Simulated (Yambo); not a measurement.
Yambo run on BN (space group P6_3/mmc, No. 194). The wavefunctions are PBEsol (pw.x of Quantum ESPRESSO, ONCV potentials, without SOC) ones on a 6×6×2 mesh (8 occupied bands); a = b = 2.5124 Å, c = 7.7073 Å, α = β = 90.00°, γ = 120.00°.

Yambo input:

```
rim_cut
HF_and_locXC
RandQpts= 1000000
RandGvec= 1 Ry
EXXRLvcs= 84 Ry
VXCRLvcs= 336 Ry
% QPkrange
 1 | 1 | 8 | 9 |
 2 | 2 | 8 | 9 |
 7 | 7 | 8 | 9 |
 8 | 8 | 8 | 9 |
 13 | 13 | 8 | 9 |
 14 | 14 | 8 | 9 |
%
```

k points by index: 1 = Γ, 2 = A, 7 = M, 8 = L, 13 = K, 14 = H.

Table of the .hf output:

```
#    K-point    Band    Eo [eV]    Ehf [eV]    Vxc [eV]    Vnlxc [eV]
#
    1    8    -1.317669    -5.827675    -18.18044    -22.69045
    1    9    4.490889    8.321759    -7.194279    -3.363408
    2    8    -1.321386    -5.833797    -18.17488    -22.68729
    2    9    6.105506    10.38158    -8.481744    -4.205667
    7    8    -0.700474    -4.366391    -15.89594    -19.56186
    7    9    4.421397    9.357112    -10.40068    -5.464960
    8    8    -0.909315    -4.615912    -15.47218    -19.17878
    8    9    4.703423    9.746820    -10.93120    -5.887805
    13    8    -0.011899    -3.394009    -16.38921    -19.77132
    13    9    4.657425    9.986485    -11.04605    -5.716991
    14    8    0.000000    -3.387865    -16.44001    -19.82788
    14    9    4.612078    9.912897    -10.91304    -5.612219
```
Exchange alone, without screening.

Geometry of the Materials Project entry, not relaxed at this level.

The distance between layers or molecules is the database entry's, not relaxed here. Functionals without dispersion can leave it too large, which widens gaps and weakens the response across layers: the numbers belong to this cell.
